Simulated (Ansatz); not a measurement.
# What DFT gives for BaNiBi2C5

```xyz
9
Lattice="0.0000 6.0157 0.0000 3.8974 0.0000 0.0000 1.9487 3.0079 -5.9184" Properties=species:S:1:pos:R:3 pbc="T T T"
Ba    0.0000    0.0000    0.0000
Bi    1.9487    6.0157   -3.5215
Bi    3.8974    3.0079   -2.3970
Ni    1.9487    3.0079    0.0000
C     1.9487    1.5701   -1.7282
C     1.9487    4.4456   -1.7282
C     3.8974    7.4535   -4.1902
C     3.8974    4.5779   -4.1902
C     0.0000    3.0079    0.0000
```

Single point in Ansatz 0.2.0 with PBE, no spin polarisation. Cutoff 420 eV, PAW datasets, 7×7×7 Γ-centred k mesh, fermi-dirac filling (width 0.1 eV).

Electronic structure: It is a metal, with about 7.8 states/eV a cell as the mean within 0.25 eV of the Fermi level, mostly C p (77 %).
Forces: The largest is on C8 (and as large on other atoms): 1.51 eV/Å, components (0.00, 1.18, -0.93). It makes 12° with the line to a nearest neighbour, Ni4 at 2.25 Å, pointing towards it.
Formation energy: 1.87 eV an atom against the elements' usual phases (free molecules for gases, crystals otherwise, with no correction for O₂ or N₂), so at this geometry it isn't bound against them. Relaxing would lower it.
Stress: The pressure is 2.1 GPa (compression positive), so with the atoms held at these fractions the cell would first expand; the forces are large, so a full relaxation may end otherwise. The principal stresses -3.1, -0.3, 9.9 GPa differ, so its shape would change too.

Origin: a known structure type with other elements, at an estimated volume, so it need not be a known compound. Caveats: no spin polarisation, so a magnetic state may lie lower; atoms or cell far from equilibrium.
